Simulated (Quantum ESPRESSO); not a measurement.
# One change at a time to Mg3TiW2Zr2

Calculated results; nothing here was measured. They come from Quantum ESPRESSO 7.5, a public plane-wave density functional program. Each row is one single-point run on a made-up periodic cell of eight metal atoms, with elements, volume, strain and displacements drawn at random and not relaxed, so a cell may be unstable or far from any real phase. There is no spin polarisation or spin-orbit coupling.

Settings: PBE unless stated; PseudoDojo standard norm-conserving files; Fermi-Dirac width 0.25 eV, which means electrons at about 2900 K; cutoff 1143 eV; 8 x 4 x 3 k mesh shifted half a step off Gamma. E is the free energy of the whole cell (internal energy minus TS), so a -TS column is already part of it. Stress is positive in tension, and the pressure P is minus a third of its trace.

Checks: one run of this series was repeated at a higher cutoff and on a denser mesh, which moved values by no more than 0.006 eV, 0.13 GPa and 0.010 eV/Å, and a second program with other atomic files agreed on it to 2 % rms in force and 0.5 GPa in pressure. Known limits: heavy elements are run without spin-orbit coupling, which real alloys of them have; a spin test at this wide smearing found no moment, but such smearing suppresses magnetism that the real alloy may have.

The lattice is face-centred cubic, and the cell vectors in Å are (0.000, -2.108, -2.108); (0.000, 4.217, -4.217); (8.434, 0.000, 0.000), a volume of 149.98 Å³ in run 1. The elements on sites 1 to 8 are Mg Mg Mg Ti Zr Zr W W. Each later run makes one change to run 1 and keeps the rest. E is counted from run 1, and is n/a where other atomic files have another zero of energy.

| run | change | V (Å³) | P (GPa) | -TS (eV) | rms force (eV/Å) | largest change of a force component (eV/Å) | E (eV) |
|---|---|---|---|---|---|---|---|
| 1 | none | 149.98 | 1.80 | -1.522 | 0.661 | 0.000 | 0.000 |
| 2 | sites 4 and 5 exchanged | 149.98 | 3.05 | -1.591 | 0.486 | 0.615 | 0.206 |
| 3 | all lengths scaled by -1.42 % | 143.69 | 6.91 | -1.456 | 0.695 | 0.109 | 0.169 |
| 4 | PBEsol in place of PBE | 149.98 | -1.76 | -1.528 | 0.669 | 0.068 | n/a |
| 5 | Mo on site 8 | 149.98 | 2.09 | -1.569 | 0.640 | 0.102 | n/a |
| 6 | site 7 moved by +0.06 Å along z | 149.98 | 1.94 | -1.516 | 0.661 | 0.260 | ? |

## Worked estimate

Along the move dE = -F dx. The force on site 7 along z is 0.194 eV/Å in run 1 and -0.067 eV/Å in run 6, and the move is +0.06 Å, so the mean force times the move gives an estimate.

## Withheld value

Question: what E should run 6 give?

The estimate is -0.004 eV. The calculation gave -0.004 eV.
